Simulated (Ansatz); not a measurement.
## Y2AlN3: start and end of a relaxation

Recipe of this trial structure of Y2AlN3: random cell by space group and Wyckoff sites (P-3m1, No. 164). Its size is a rough estimate.

start.cif

```cif
data_structure
_symmetry_space_group_name_H-M 'P-3m1'
_symmetry_Int_Tables_number 164
_cell_length_a 5.0983
_cell_length_b 5.0983
_cell_length_c 4.0476
_cell_angle_alpha 90.000
_cell_angle_beta 90.000
_cell_angle_gamma 120.000
_cell_volume 91.11
loop_
_atom_site_label
_atom_site_type_symbol
_atom_site_symmetry_multiplicity
_atom_site_Wyckoff_symbol
_atom_site_fract_x
_atom_site_fract_y
_atom_site_fract_z
_atom_site_occupancy
Y1 Y 2 d 0.33333 0.66667 0.64222 1
Al1 Al 1 a 0.00000 0.00000 0.00000 1
N1 N 2 d 0.33333 0.66667 0.20239 1
N2 N 1 b 0.00000 0.00000 0.50000 1
```

These are results of DFT PBE, scalar-relativistic, plane waves, PAW (Ansatz), not measurements. Cutoff 420 eV, Gaussian smearing, Γ-centred meshes. Cell and atoms relax first on a coarse mesh and then on a converged one. In between, the cell is made exact in the group found at 0.06 Å. The steps can't lower the symmetry of their start. No spin polarisation in the relaxation; trial moments died out in a coarse test.

end.cif

```cif
data_structure
_symmetry_space_group_name_H-M 'P-3m1'
_symmetry_Int_Tables_number 164
_cell_length_a 3.3149
_cell_length_b 3.3149
_cell_length_c 7.9776
_cell_angle_alpha 90.000
_cell_angle_beta 90.000
_cell_angle_gamma 120.000
_cell_volume 75.92
loop_
_atom_site_label
_atom_site_type_symbol
_atom_site_symmetry_multiplicity
_atom_site_Wyckoff_symbol
_atom_site_fract_x
_atom_site_fract_y
_atom_site_fract_z
_atom_site_occupancy
Y1 Y 2 d 0.33333 0.66667 0.68186 1
Al1 Al 1 a 0.00000 0.00000 0.00000 1
N1 N 2 d 0.33333 0.66667 0.14008 1
N2 N 1 b 0.00000 0.00000 0.50000 1
```

The symmetry stays P-3m1 (No. 164). The volume per atom shrinks by 16.7 %, from 15.2 to 12.7 Å³. The shortest distance goes from 1.78 Å (Y–N) to 2.22 Å (Al–N). The ratio c/a of the conventional cell changes by a factor of 3.03. The energy falls by about 1.5 eV/atom (the start's value is from the coarse mesh).

| Item | Value |
| --- | --- |
| Volume per atom | 12.65 Å³ |
| Density | 5.40 g/cm³ |
| Energy over the elements | −1.333 eV/atom |
| Gap on the 12×12×6 mesh of the 6-atom cell | 0.51 eV |

Formation energies are uncorrected and refer to the elements' standard structures at the same level (N₂ as a molecule).

The last run used Gaussian smearing of 0.02 eV. Kohn–Sham gaps at this level usually fall short of measured ones. A later test with randomly moved atoms came back to the same energy, though modes that don't fit the test's cell weren't probed. In all, the 3 runs took 2.9 min on 1 thread of Intel(R) Xeon(R) Platinum 8488C (Sapphire Rapids), on a shared host. Another cell of Y2AlN3 relaxed alike, in Cmc2_1 (a Materials Project cell), lies 92 meV/atom lower, so this cell isn't the stable form at this level.
